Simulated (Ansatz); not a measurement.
All numbers below come from Ansatz 0.2.0, DFT PBE, scalar-relativistic, plane waves, PAW. Cutoff 420 eV, Γ-centred meshes of about 0.25 Å⁻¹ or finer for metals and 0.3 Å⁻¹ for insulators (2π included), Gaussian smearing. No spin polarisation.

Relaxed structures of SnO3, with energies over the first row. Coordination counts O atoms around Sn (those within 1.25 times the shortest such distance or 1.15 times the sum of covalent radii, 1.27 where that leaves under three; a plus sign parts nearer from farther groups).

```json
{"#": "1", "form": "Pmmm", "sites": "Sn 1g; O 2t, 1c", "V (Å³/atom)": "13.9", "coordination": "Sn 2+4", "ΔE (meV/atom)": "0"}
{"#": "2", "form": "Ama2", "sites": "Sn 4b; O 4b, 4a, 4b", "V (Å³/atom)": "18.0", "coordination": "Sn 4+1", "ΔE (meV/atom)": "78"}
```

A further structure, relaxed alike:

```cif
data_structure
_symmetry_space_group_name_H-M 'P2_1/m'
_symmetry_Int_Tables_number 11
_cell_length_a 4.2543
_cell_length_b 3.1660
_cell_length_c 7.8243
_cell_angle_alpha 90.000
_cell_angle_beta 96.806
_cell_angle_gamma 90.000
_cell_volume 104.64
loop_
_atom_site_label
_atom_site_type_symbol
_atom_site_symmetry_multiplicity
_atom_site_Wyckoff_symbol
_atom_site_fract_x
_atom_site_fract_y
_atom_site_fract_z
_atom_site_occupancy
Sn1 Sn 2 e 0.28283 0.25000 0.64983 1
O1 O 2 e 0.50538 0.75000 0.80886 1
O2 O 2 e 0.12912 0.75000 0.80815 1
O3 O 2 e 0.24225 0.75000 0.46357 1
```

Question: Where does it fall in the ranking, and at what energy?

Answer: It is the lowest, 58 meV/atom below row 1, with space group P2_1/m (No. 11) and 13.1 Å³/atom. Counting O atoms around Sn, this cell has Sn 8 and row 1 has Sn 2+4. This cell and row 1 both hold O–O pairs. Around Sn lie 6 O at 2.14–2.16 Å and 2 O at 2.30 Å; O on its first site has 1 O at 1.60 Å and 2 Sn at 2.16 Å; O on its second site has 1 O at 1.60 Å and 2 Sn at 2.16 Å; around O on its third site lie 2 Sn at 2.14 Å and 2 Sn at 2.30 Å.

Weakly bound directions are ill-defined at this level, which has no dispersion term (P2_1/m, Ama2), and this can change margins and order among such cells. With atoms moved at random, the further cell (by 44 meV/atom) fell into a lower structure. Row 1 and row 2 had no clear such test and can be saddle points. Some structure types and database cells were kept out of the candidates from the start, so a known form may be missing.
